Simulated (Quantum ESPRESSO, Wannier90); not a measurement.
TlBiSe$_{2}$ (R-3m), plane waves to Wannier functions

```xyz
4
Lattice="-2.1412 3.7086 0.0000 -4.2823 0.0000 0.0000 -2.1412 1.2362 7.5850" Properties=species:S:1:pos:R:3 pbc="T T T"
Tl    -4.2823     2.4724     3.7925
Bi     0.0000     0.0000     0.0000
Se    -2.1412     1.2362     1.6415
Se     2.1412    -1.2362    -1.6415
```

Structure: Materials Project mp-29662, symmetrised, not relaxed again. Not found in the COD (Crystallography Open Database) copy used; not checked further. Method: PBEsol plane waves in Quantum ESPRESSO 7.5 (PseudoDojo norm-conserving files, 69 Ry, spinors with spin-orbit coupling), Bloch states on a 4×4×4 mesh through Γ, Wannier90 4.0.1. Density: 8×8×8 mesh, cold smearing 0.01 Ry. With spin-orbit coupling a semilocal functional can close or falsely invert a small gap; the band order was not checked against a better method. The gap is small at this level and was sampled on the meshes and a path alone.

A tight-binding model is made by disentanglement and projection with no localisation steps (num_iter = 0), so the 30 orbitals stay atom-like: hydrogen-like Tl: s;p; Bi: p; Se: s;p, axes along x, y, z; frozen window up to 5.00 eV relative to the valence-band maximum. It follows pw.x to 17 meV rms for states up to 1.2 eV relative to the valence-band maximum. Matrix elements depend on this choice of orbitals and windows. Bands 35–38 (Tl 5d 90 %, Se 4s 8 %), 39–46 (Tl 5d 74 %, Bi 6s 17 %, Se 4s 5 %) lie between the kept ones and are excluded.

The 30 largest hoppings ⟨m,0|H|n,R⟩ between different sites (one of each Hermitian pair; signs follow the real orbitals' lobes; the list may end inside a set of equal values):

| m | n | R | distance of the centres (Å) | t (eV) | Im t (eV) |
|---|---|---|---|---|---|
| Bi2 py↑ | Se4 py↑ | 1 0 0 | 2.96 | 1.243 | 0.001 |
| Bi2 py↓ | Se4 py↓ | 1 0 0 | 2.96 | 1.242 | -0.001 |
| Se3 py↓ | Bi2 py↓ | 1 0 0 | 2.96 | 1.242 | -0.001 |
| Se3 py↑ | Bi2 py↑ | 1 0 0 | 2.96 | 1.241 | 0.001 |
| Bi2 py↑ | Se4 pz↑ | 1 0 0 | 2.95 | -1.166 | 0.001 |
| Se3 pz↓ | Bi2 py↓ | 1 0 0 | 2.95 | -1.164 | 0.000 |
| Bi2 py↓ | Se4 pz↓ | 1 0 0 | 2.95 | -1.162 | 0.000 |
| Se3 pz↑ | Bi2 py↑ | 1 0 0 | 2.95 | -1.161 | 0.001 |
| Se3 py↓ | Bi2 pz↓ | 1 0 0 | 2.96 | -1.133 | -0.001 |
| Se3 py↑ | Bi2 pz↑ | 1 0 0 | 2.97 | -1.133 | 0.001 |
| Bi2 pz↑ | Se4 py↑ | 1 0 0 | 2.95 | -1.132 | 0.001 |
| Bi2 pz↓ | Se4 py↓ | 1 0 0 | 2.96 | -1.132 | -0.001 |
| Se3 pz↓ | Bi2 px↓ | 0 0 0 | 2.95 | -1.008 | -0.011 |
| Se3 pz↑ | Bi2 px↑ | 0 0 0 | 2.95 | -1.008 | 0.012 |
| Se3 pz↑ | Bi2 px↑ | 0 1 0 | 2.95 | 1.008 | 0.012 |
| Se3 pz↓ | Bi2 px↓ | 0 1 0 | 2.95 | 1.008 | -0.012 |
| Bi2 px↓ | Se4 pz↓ | 0 1 0 | 2.95 | 1.007 | 0.011 |
| Bi2 px↑ | Se4 pz↑ | 0 1 0 | 2.95 | 1.007 | -0.011 |
| Se4 pz↑ | Bi2 px↑ | 0 0 0 | 2.95 | -1.006 | 0.011 |
| Se4 pz↓ | Bi2 px↓ | 0 0 0 | 2.95 | -1.006 | -0.012 |
| Se3 px↑ | Bi2 pz↑ | 0 1 0 | 2.96 | 0.981 | -0.001 |
| Se3 px↑ | Bi2 pz↑ | 0 0 0 | 2.96 | -0.981 | -0.001 |
| Se3 px↓ | Bi2 pz↓ | 0 1 0 | 2.96 | 0.981 | 0.002 |
| Se3 px↓ | Bi2 pz↓ | 0 0 0 | 2.96 | -0.981 | 0.000 |
| Se4 px↓ | Bi2 pz↓ | 0 0 0 | 2.96 | -0.980 | 0.002 |
| Bi2 pz↓ | Se4 px↓ | 0 1 0 | 2.95 | 0.980 | 0.000 |
| Se4 px↑ | Bi2 pz↑ | 0 0 0 | 2.96 | -0.980 | -0.001 |
| Bi2 pz↑ | Se4 px↑ | 0 1 0 | 2.96 | 0.980 | 0.001 |
| Se3 s↑ | Bi2 py↑ | 1 0 0 | 2.95 | 0.909 | 0.000 |
| Bi2 py↓ | Se4 s↓ | 1 0 0 | 2.95 | -0.908 | 0.000 |
